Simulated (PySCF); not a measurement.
PySCF single point, HF/6-31G*, density fitting, vacuum, on trifluoroacetic acid, C2HF3O2 (SMILES O=C(O)C(F)(F)F), charge 0, multiplicity 1.

```python
from pyscf import gto, scf, dft
mol = gto.M(atom='''
O     -1.077295    -1.014437    -0.024245
C     -0.296983     0.046073    -0.024731
O     -0.637314     1.186776    -0.023898
C      1.194736    -0.408810    -0.023880
F      1.461191    -1.186776    -1.077404
F      2.020870     0.631638    -0.066654
F      1.478450    -1.111821     1.077404
H     -2.020870    -0.776032    -0.022998
''', basis='6-31G*', charge=0, spin=0, verbose=3)
mf = scf.RHF(mol)
mf = mf.density_fit()
mf.max_cycle = 100
e = mf.kernel()
print('converged', mf.converged)
print('E_total', e)
print('nao', mol.nao)
print('HOMO', mf.mo_energy[mf.mo_occ > 0].max())
mf.dip_moment()
```

It prints:

```
converged SCF energy = -524.365828820372
converged True
E_total -524.3658288203721
nao 100
HOMO -0.4969311983160565
Dipole moment(X, Y, Z, Debye): -2.26968, -1.13987, -0.00749
```

The total energy is -14268.72 eV.
